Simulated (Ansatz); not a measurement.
MgP3H: input and output

The input, for Ansatz 0.2.0 (plane waves, PAW):

```yaml
crystal:
  lattice:
    - [2.73149, 4.731078, 0.0]
    - [-2.73149, 4.731078, 0.0]
    - [0.0, -3.154048, 5.90221]
  atoms:
    - { symbol: Mg, position: [0.0, 0.0, 0.0] }
    - { symbol: Mg, position: [0.5, 0.5, 0.5] }
    - { symbol: H, position: [0.25, 0.25, 0.75] }
    - { symbol: H, position: [0.75, 0.75, 0.25] }
    - { symbol: P, position: [0.529, 0.971, 0.75] }
    - { symbol: P, position: [0.25, 0.529, 0.75] }
    - { symbol: P, position: [0.971, 0.25, 0.75] }
    - { symbol: P, position: [0.471, 0.029, 0.25] }
    - { symbol: P, position: [0.75, 0.471, 0.25] }
    - { symbol: P, position: [0.029, 0.75, 0.25] }
  symmetry: { tolerance: 0.0003 }
kpoints:
  mp_grid: { grid: [7, 7, 7], shift: [0, 0, 0] }
magnetization:
  spin_polarized: false
scf:
  occupations: { method: fermi_dirac }
  lower_state_search: "off"
  max_iter: 200
hamiltonian:
  pseudopotentials: { kind: paw }
  xc: pbe
basis:
  ecutwfc: 420
  fft_grid_basis: typed
output:
  forces: true
  stress: true
  eigenvalues: true
  bader: true
  populations: true
  elf: true
  write_potential: true
  volumetric_format: npy
  dos:
    e_range: [-12, 8]
    de: 0.05
    projected: { site_lists: { H: [H], Mg: [Mg], P: [P] } }
checkpoint:
  read: saved_state
```

The run starts from an earlier solution of this cell. 

Excerpt of what it printed:

```
Warning: crystal.lattice misses the space group found at crystal.symmetry.tolerance 3.0e-4 in a digit that the deck types, which is why this is a warning: making the lattice exact moves one of its numbers by a whole unit of that number's last typed decimal, or more. The operation that it misses by the most changes a squared length by the fraction 1.29e-6.
Pseudopotentials: kind: paw
Pseudopotential: Mg, paw, valence charge 10, recommended cutoff 420 eV (normal), Mg.paw.azcp
Pseudopotential: H, paw, valence charge 1, recommended cutoff 420 eV (normal), H.paw.azcp
Pseudopotential: P, paw, valence charge 5, recommended cutoff 420 eV (normal), P.paw.azcp
Functional definition: PBE
  exchange = pbe_x(kappa = kappa, mu = beta*pi^2/3)
  correlation = pbe_c(beta = beta)
Crystal: 10 atoms, lattice volume = 152.547 Å³
Basis set: ecut = 420 eV, 2947 PW (Γ), exchange–correlation on 80×80×90 points (8 copies of the dense FFT grid, shifted against one another)
Bands: 36, of which v1, the nominal top of the filled ones, is band 26 counted from 1 (25 counted from 0)
Symmetry: 12 space group operations
Space group: R-3c (ITA 167), of the structure as read, at distance tolerance 1.6e-3 Å
k-points: 44 of 343
Initial density: read from a saved state, or passed on in memory by an earlier SCF of this step, an earlier step, the calling program or the single point that the run made first
Functional: x = pbe(κ = 0.804, μ = 0.2195), c = pbe(β = 0.0667)
Free energy (F): -8405.1602 eV
Harris-Foulkes:  -8405.1602 eV  (|F-HF|=7.00e-10)
Internal energy: -8404.9729 eV  (E = F + TS)
E sigma→0 (E₀):  -8405.0666 eV
Entropy (-TS):   -0.1873 eV (-18.725 meV/atom)
Fermi energy:    7.1036 eV
--- Per-component energies (eV) ---
  E_band       = -636.3914
  E_kinetic    = 603.3200
  E_local      = -3848.4230  (includes V_loc(G=0)·N_el)
  E_nonlocal   = 400.1920
  E_hartree    = 1384.2300
  E_xc         = -443.7593
  E_vxc        = -461.4589  (∫ρ·V_xc dr)
  E_paw        = -4000.1768  (= ΣΔE_a)
  E_vpaw       = -98.4775  (= ΣTr[D̂ρ^β])
  E_aug_tail   = -0.0025  (compensation charges beyond the density's cutoff)
  E_ewald      = -2500.3534
  E_smearing   = -0.1873  (= −TS)
--- Forces (eV/Å), atoms counted from 1 ---
  atom   1  Mg     0.0000     0.0000     0.0000
  atom   2  Mg     0.0000     0.0000     0.0000
  atom   3  H      0.0000     0.0000     0.0000
  atom   4  H      0.0000     0.0000     0.0000
  atom   5  P      0.8368     0.0000     0.0000
  atom   6  P     -0.4184     0.7247     0.0000
  atom   7  P     -0.4184    -0.7247     0.0000
  atom   8  P     -0.8368     0.0000     0.0000
  atom   9  P      0.4184    -0.7247     0.0000
  atom  10  P      0.4184     0.7247     0.0000
--- Stress (GPa, compression-positive) ---
       13.2780       0.0000       0.0000
        0.0000      13.2780       0.0000
        0.0000       0.0000       8.9792
  P = ⅓ Tr σ = 11.8451 GPa (118.451 kbar)
--- Bader charges: 10 sites ---
  site symbol  charge [e]  shift [e]
     0     Mg      1.5585     0.0020
     1     Mg      1.5585     0.0020
     2      H     -0.4573     0.0062
     3      H     -0.4575     0.0062
     4      P     -0.3670     0.0014
     5      P     -0.3671     0.0014
     6      P     -0.3671     0.0014
     7      P     -0.3670     0.0014
     8      P     -0.3670     0.0014
     9      P     -0.3670     0.0014
```

Origin: a known structure type with other elements, at an estimated volume, so it need not be a known compound.
